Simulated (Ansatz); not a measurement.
# MoS2 with Cr replacing Mo, one structure, two calculations

Cell: a supercell of MoS2 (space group P6_3/mmc) built from a COD entry, with the ions relaxed around the defect (PBE).

```
Cr Mo S
1.0
     6.33800    0.00000    0.00000
    -3.16900    5.48887    0.00000
     0.00000    0.00000   12.32400
Cr Mo S
1 7 16
Direct
  0.16667 0.33333 0.25032
  0.16344 0.83172 0.25031
  0.66828 0.33656 0.25031
  0.66828 0.83172 0.25031
  0.33296 0.16704 0.75049
  0.33296 0.66593 0.75049
  0.83407 0.16704 0.75049
  0.83333 0.66667 0.75049
  0.16667 0.33333 0.62300
  0.16695 0.83348 0.62325
  0.66652 0.33305 0.62325
  0.66652 0.83348 0.62325
  0.32791 0.17209 0.12740
  0.32791 0.65582 0.12740
  0.84418 0.17209 0.12740
  0.83333 0.66667 0.12291
  0.16667 0.33333 0.87799
  0.16696 0.83348 0.87774
  0.66652 0.33304 0.87774
  0.66652 0.83348 0.87774
  0.32792 0.17208 0.37323
  0.32792 0.65584 0.37323
  0.84416 0.17208 0.37323
  0.83333 0.66667 0.37773
```

Atoms are numbered from 1 in the order listed; like atoms form one site, named after its first atom.

First run. Level of theory: DFT, PBE, plane waves and PAW, scalar-relativistic, collinear spin, 420 eV cutoff, Γ-centred 4×4×2 k-points, Fermi–Dirac smearing 0.01 eV, cell charge -1 (Ansatz 0.2.0). Start moments as typed (μB): 3 on each Cr, none on the rest.

```tsv
site	atom	V_zz (10²¹ V/m²)	η	m (μB)
Cr	1	-5.01	0.00	0.67
Mo2	2	-7.90	0.05	-0.01
Mo3	3	-7.90	0.05	-0.01
Mo5	5	-6.85	0.02	0.01
Mo8	8	-7.03	0.00	0.01
S9	9	-5.08	0.00	0.00
S10	10	-5.17	0.02	0.00
S13	13	-5.34	0.09	-0.01
S14	14	-5.34	0.09	-0.01
S16	16	-4.99	0.00	0.00
S18	18	-5.16	0.02	0.00
S19	19	-5.16	0.02	0.00
```

Second run. The same atoms and settings, except that the functional is r2SCAN and the cutoff is 500 eV.

**Question.** What does the second run give?

**Answer.** 

```tsv
site	atom	V_zz	η	change of V_zz	m (μB)
Cr	1	-3.87	0.13	+1.14	1.40
Mo2	2	-7.53	0.20	+0.37	-0.11
Mo3	3	-7.93	0.39	-0.03	-0.03
Mo5	5	-7.63	0.00	-0.78	0.02
Mo8	8	-7.27	0.00	-0.24	0.04
S9	9	-5.28	0.00	-0.20	0.00
S10	10	-5.28	0.02	-0.11	0.00
S13	13	-5.06	0.04	+0.28	-0.04
S14	14	-5.00	0.16	+0.34	-0.04
S16	16	-4.97	0.04	+0.02	0.00
S18	18	-5.27	0.02	-0.11	0.00
S19	19	-5.27	0.02	-0.11	0.00
```

The largest change of V_zz is on Cr, from -5.01 to -3.87. In per cent, |V_zz| changes by -23 on Cr, -5 to +11 on Mo, -6 to +4 on S (all sites that start above 2). Where |V_zz| stays above 0.1 and the axes keep their order, η moves most on Mo3, from 0.05 to 0.39. On S14 V_xx and V_yy change places (or their axes turn by over 50°), so the two values of η hide a larger change. The absolute magnetisation of the cell goes from 1.1 to 2.6 μB.

The defect repeats with the cell of 24 atoms, so it feels its images: sites between two images don't show the values beside a lone defect, and zeros or small values of η there can come from the images' arrangement. Mo and S carry a gradient in the pure host already, so the values there aren't the defect's effect alone. A uniform background compensates the cell's charge. The defect cell has no gap above 0.1 eV on its mesh, so the values can hang on the smearing and the k-mesh. Without spin–orbit coupling (the program notes it for Mo) the gradients can shift somewhat, as the gap is small.
For the first run: The centre was started off its lattice site, so that it could distort. The run lost most of its start moments on Cr; a state with other moments may lie lower.
For the second run: The electronic state that the run reached has lower symmetry than the atoms (orbital or charge order), so like atoms can differ and cubic sites can carry a gradient. The program didn't check the stability of this electronic state in full, so a lower one may lie near.
